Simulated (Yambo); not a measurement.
Yambo run on SnTe (rock salt, space group Fm-3m, No. 225). The wavefunctions are norm-conserving PBE (stringent potentials; Quantum ESPRESSO, 107 Ry, without SOC) ones on a 4×4×4 mesh (23 occupied bands); a = b = c = 4.443 Å, α = β = γ = 60.00°.

Yambo input:

```
rim_cut
gw0
dyson
el_el_corr
HF_and_locXC
ppa
em1d
RandQpts= 1000000
RandGvec= 1 Ry
EXXRLvcs= 106.6 Ry
VXCRLvcs= 426.4 Ry
Chimod= "HARTREE"
% BndsRnXp
 9 | 289 |
%
NGsBlkXp= 15 Ry
% LongDrXp
 1.0 | 1.0 | 1.0 |
%
PPAPntXp= 27.2114 eV
% GbndRnge
 1 | 289 |
%
GTermKind= "none"
DysSolver= "n"
ExtendOut
% QPkrange
 3 | 3 | 23 | 24 |
%
```

k points by index: 3 = L.

Resulting energies as the program prints them:

```
#    K-point    Band    Eo [eV]    E [eV]    E-Eo [eV]    Vxc [eV]    Vnlxc [eV]    Sc|Eo [eV]    Sc|E [eV]    dSc/dw|Eo [eV]    Re(Z)    Im(Z)
#
    3    23    0.000000    -0.301466    -0.301466    -10.72584    -9.876968    -1.230289    -1.150342    -7.216149    0.790393    -0.001540
    3    24    0.119181    -0.154126    -0.273307    -13.07564    -10.83226    -2.591733    -2.516683    -7.473923    0.784519    -0.001534
```
(The two width columns are left out.) Convergence of these settings isn't established.

Geometry relaxed with PBEsol.
